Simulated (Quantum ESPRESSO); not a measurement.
LiBr is modelled in the cubic space group Fm-3m (No. 225), the rock salt structure, Pearson symbol cF8. Conventional cell: a = 5.410 Å, b = 5.410 Å, c = 5.410 Å, α = 90.00°, β = 90.00°, γ = 90.00°. Li on 4a sees 6 Br at 2.705 Å (octahedral). Br on 4b is coordinated by 6 Li at 2.705 Å (octahedral). (Neighbours: up to the widest gap in distance over summed covalent radii, below 1.35, at either atom; cation-cation contacts left out.)
(The calculation used a cell of 2 atoms; values per cell refer to that cell.)

Cell and atoms were relaxed with PBEsol from Materials Project entry mp-23259, within its symmetry.

What does PBEsol (Quantum ESPRESSO, PseudoDojo norm-conserving, 74 Ry, scalar-relativistic) give for the electronic structure near the Fermi level?

The PBEsol gap is 4.98 eV and nearly direct: the edges lie at 75 % of the way from K to Γ and Γ, the smallest direct gap within 0.02 eV of it. Another valence extremum on the path lies within 0.02 eV, too close to call. Spin-orbit splittings are left out.
